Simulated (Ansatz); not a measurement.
ZnAgF₃:
```cif
data_AgF3Zn
_chemical_formula_sum 'Zn1 Ag1 F3'
_space_group_name_H-M_alt 'P 1'
_space_group_IT_number 1
_cell_length_a 3.98452
_cell_length_b 3.98452
_cell_length_c 3.98452
_cell_angle_alpha 90.000
_cell_angle_beta 90.000
_cell_angle_gamma 90.000
loop_
_space_group_symop_operation_xyz
  'x, y, z'
loop_
_atom_site_label
_atom_site_type_symbol
_atom_site_fract_x
_atom_site_fract_y
_atom_site_fract_z
_atom_site_occupancy
Zn1 Zn 0.50000 0.50000 0.50000 1
Ag1 Ag 0.00000 0.00000 0.00000 1
F1 F 0.50000 0.50000 0.00000 1
F2 F 0.00000 0.50000 0.50000 1
F3 F 0.50000 0.00000 0.50000 1
```

Relaxed with r²SCAN.

Q: Tabulate the valence density and the electron localisation function along the shortest Zn–F contact (1.99 Å), the program Ansatz at the r²SCAN level (PAW).

A: 

```tsv
distance from Zn (Å)	density (e/Å³)	ELF
0.20	30.37	0.00
0.30	17.96	0.00
0.40	9.10	0.01
0.50	4.25	0.02
0.60	2.04	0.06
0.70	1.11	0.10
0.80	0.71	0.12
0.90	0.52	0.11
1.00	0.48	0.12
1.10	0.57	0.27
1.20	0.81	0.54
1.29	1.27	0.73
1.39	2.14	0.80
1.49	3.66	0.79
1.59	5.91	0.75
1.69	8.62	0.67
1.79	11.27	0.55
```

The density is the valence pseudo-density with augmentation charge, so density and ELF within about 1 Å of a nucleus are not all-electron values.

Space group Pm-3m (cubic perovskite). The workflow started from an entry of the Crystallography Open Database (COD). Its standing as an ambient phase is unchecked. The cell was relaxed with r²SCAN under the symmetry of its start; its stability against distortions is not shown here. The run is not spin-polarised.

Potentials: the later of the program's two PAW sets.
